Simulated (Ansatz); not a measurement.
Input:

PtSe₂:
```xyz
3
Lattice="3.7517 0.0000 0.0000 -1.8759 3.2491 0.0000 0.0000 0.0000 6.4777" Properties=species:S:1:pos:R:3 pbc="T T T"
Pt     0.0000     0.0000     0.0000
Se     1.8759     1.0830     5.1712
Se     0.0000     2.1661     1.3065
```

This is the PBE-relaxed structure. Cartesian axes are those of the cell as given.

Task: All from PBE (plane waves, PAW; program Ansatz), unless another level is named. Give the formation energy from the elements (no fitted shifts).

Result: -0.40 eV/atom.

Task: And the smallest direct gap on the standard path?

Result: 1.01 eV.

Task: Predict the band gap.

Result: 0.81 eV (indirect).

Task: Next, the valence-band maximum?

Result: on the K–Γ line, 68 % of the way from K.

Task: And the conduction-band minimum?

Result: off the standard path, at k = (0.000, 0.253, 0.315).

Space group P-3m1 (CdI2 type). The PBE relaxation kept the symmetry of its start. The run is not spin-polarised. The volume lies over 15 % above that of the usual cell of this phase: another minimum, or an error of the functional. A crystal of weakly bound layers computed without a dispersion correction: the cell and the soft elastic constants depend strongly on that. The references are the lowest solids computed at this level, not always the standard phases. Spin–orbit coupling is left out wherever it is not named.

Potentials: the earlier of the program's two PAW sets.
